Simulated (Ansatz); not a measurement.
**Sr (bcc): energy against volume**

The calculation used Ansatz 0.2.0, DFT, BLYP, plane waves (420 eV) with PAW, scalar-relativistic. (PAW data from PBE, frozen cores regenerated.)

The cell is scaled uniformly from the relaxed one, with fractional coordinates and shape fixed. Energies are extrapolated to zero smearing, pressures are those at the given smearing. Magnetic state: spin not included.

A Birch-Murnaghan fit gives V₀ = 55.31 Å³/atom, B₀ = 10.5 GPa, B₀′ = 4.0.

(1) What are the energy above the minimum and the pressure at 53.336 Å³/atom?

(2) What are the energy above the minimum and the pressure at 60.003 Å³/atom?

(3) What are the energy above the minimum and the pressure at 62.225 Å³/atom?

Results:

(1) 2.4 meV/atom and 0.48 GPa as computed.

(2) 11.4 meV/atom and -0.68 GPa as computed.

(3) 23.3 meV/atom and -0.94 GPa as computed.
